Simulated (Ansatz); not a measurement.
CsPbCl$_{3}$ (cubic perovskite)

```
CELL_PARAMETERS angstrom
      5.67354     0.00000     0.00000
      0.00000     5.67354     0.00000
      0.00000     0.00000     5.67354
ATOMIC_POSITIONS crystal
  Cs 0.00000 0.00000 0.00000
  Pb 0.50000 0.50000 0.50000
  Cl 0.00000 0.50000 0.50000
  Cl 0.50000 0.50000 0.00000
  Cl 0.50000 0.00000 0.50000
```

In this cell atom 4 (Cl, nearest neighbour Pb at 2.837 Å; its periodic images, 5.7 Å or more away, move with it) is moved by s along Cartesian [111], unit vector (0.577, 0.577, 0.577); all other atoms and the cell stay fixed.

The numbers are results of r2SCAN (plane waves to 500 eV, PAW, scalar-relativistic; Ansatz, an electronic-structure program), not measurements. k mesh 5×5×5 (Γ-centred), Fermi-Dirac smearing 0.05 eV. Energies are smeared free energies. CsPbCl3 was relaxed with its symmetry unable to fall. Spin-orbit coupling is left out, though Pb is heavy. The PAW data are Ansatz's earlier set. This is a high-temperature form of CsPbCl3. The zero of ΔE is the undisplaced structure.

Successive frames, forces in eV/Å:

```json
[
 {"frame": "s = 0.114 Å", "ΔE (eV/cell)": "0.0049", "F on Cs1": "(-0.006, -0.006, 0.007)", "F on Pb2": "(0.016, 0.016, 0.101)", "F on Cl3": "(0.007, -0.003, 0.007)", "F on Cl4": "(-0.014, -0.014, -0.122)", "F on Cl5": "(-0.003, 0.007, 0.007)"},
 {"frame": "s = 0.000 Å", "ΔE (eV/cell)": "0.0000", "F on Cs1": "(0.000, 0.000, 0.000)", "F on Pb2": "(0.000, 0.000, 0.000)", "F on Cl3": "(0.000, 0.000, 0.000)", "F on Cl4": "(0.000, 0.000, 0.000)", "F on Cl5": "(0.000, 0.000, 0.000)"},
 {"frame": "s = -0.114 Å", "ΔE (eV/cell)": "0.0049", "F on Cs1": "(0.006, 0.006, -0.007)", "F on Pb2": "(-0.016, -0.016, -0.101)", "F on Cl3": "(-0.007, 0.003, -0.007)", "F on Cl4": "(0.014, 0.014, 0.122)", "F on Cl5": "(0.003, -0.007, -0.007)"},
 {"frame": "s = -0.228 Å", "ΔE (eV/cell)": "0.0204", "F on Cs1": "(0.010, 0.010, -0.013)", "F on Pb2": "(-0.030, -0.030, -0.226)", "F on Cl3": "(-0.015, 0.006, -0.016)", "F on Cl4": "(0.029, 0.029, 0.270)", "F on Cl5": "(0.006, -0.015, -0.016)"}
]
```

What are the energy and the forces in the next frame, s = -0.342 Å?

ΔE (eV/cell) = 0.0493.

| atom | Fx | Fy | Fz |
|---|---|---|---|
| Cs1 | 0.009 | 0.009 | -0.019 |
| Pb2 | -0.038 | -0.038 | -0.393 |
| Cl3 | -0.027 | 0.010 | -0.027 |
| Cl4 | 0.046 | 0.046 | 0.466 |
| Cl5 | 0.010 | -0.027 | -0.027 |

(A displaced cell: forces are minus the slopes of the energy, force constants its curvatures, and phonons follow from these.)
